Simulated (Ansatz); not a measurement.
# NaZnAsH4O6: ²³Na NMR of the central transition

Cell: a Materials Project structure (computed, not necessarily an observed phase), taken as it stands.

Space group P-1 (No. 2); a = 6.0056, b = 6.2223, c = 8.0677 Å, α = 84.63°, β = 83.36°, γ = 88.62°.

```csv
site,Wyckoff,site symmetry,x,y,z
Na1,1a,-1,0.0000,0.0000,0.0000
Na2,1e,-1,0.5000,0.5000,0.0000
Zn,2i,1,0.6993,0.7681,0.3941
H5,2i,1,0.8099,0.6476,0.8993
H7,2i,1,0.7564,0.8300,0.7731
H9,2i,1,0.9851,0.3988,0.8449
H11,2i,1,0.8736,0.3549,0.0389
As,2i,1,0.1810,0.7395,0.6064
O15,2i,1,0.3701,0.7430,0.4307
O17,2i,1,0.9039,0.7534,0.5715
O19,2i,1,0.2283,0.9421,0.7309
O21,2i,1,0.2110,0.4965,0.7363
O23,2i,1,0.7368,0.7910,0.8962
O25,2i,1,0.8467,0.3481,0.9218
```

One atom of each set is listed.

The numbers come from a DFT calculation in Ansatz (PBE, plane waves and PAW, scalar-relativistic, 420 eV cutoff, Γ-centred 4×4×3 k-points, Fermi–Dirac smearing 0.02 eV).

²³Na has I = 3/2 and Q = 104.0 mb (Pyykkö 2018); at 11.7 T its Larmor frequency is ν₀ = 131.8 MHz. Only the quadrupole interaction is simulated: positions count from each site's isotropic chemical shift, and J coupling is left out, as are shift anisotropy and dipolar coupling, which fast spinning averages.

(1) What does the ²³Na spectrum (fast magic-angle spinning) show for each site?

Results:

(1) 

| site | first shell | C_Q (MHz) | η | P_Q (MHz) | δ_QIS (ppm) | breadth (kHz) |
| --- | --- | --- | --- | --- | --- | --- |
| Na1 | 6 O at 2.35–2.48 Å | -2.23 | 0.68 | 2.39 | -8.22 | 2.49 |
| Na2 | 4 O at 2.31–2.36 Å; also 2 O at 2.90 Å | 4.18 | 0.39 | 4.28 | -26.4 | 8.05 |

δ_QIS = −(ν_Q²/30ν₀²)[I(I+1) − 3/4](1 + η²/3) × 10⁶ ppm with ν_Q = 3|C_Q|/[2I(2I−1)]; it falls as 1/B₀² in ppm, and the breadth as 1/B₀ in kHz.

The largest force is 0.4 eV/Å, so the atoms aren't at the calculated equilibrium and relaxing them would move these values.
